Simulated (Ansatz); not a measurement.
Data:

W₂C:
```xyz
3
Lattice="3.0345 0.0000 0.0000 -1.5172 2.6279 0.0000 0.0000 0.0000 4.6435" Properties=species:S:1:pos:R:3 pbc="T T T"
C      0.0000     0.0000     0.0000
W      0.0000     1.7519     1.1785
W      1.5172     0.8760     3.4650
```

This is the PBEsol-relaxed structure.

Problem. All from plane-wave PAW PBEsol (Ansatz code), unless another level is named. Give the electronic character.

Solution. metallic (no gap).

Problem. What about the formation energy from the elements (no fitted shifts)?

Solution. -0.022 eV/atom.

Problem. And the density of states at the Fermi level?

Solution. 0.44 states/eV per atom (mean over ±0.08 eV).

Problem. Next, the gap with spin–orbit coupling?

Solution. none (metallic).

Space group P-3m1. Symmetry was held in the PBEsol relaxation. The run is not spin-polarised. The references are the lowest solids computed at this level, not always the standard phases. Scalar-relativistic: spin–orbit coupling is off unless named, which matters more the heavier the elements.

Potentials: the later of the program's two PAW sets.
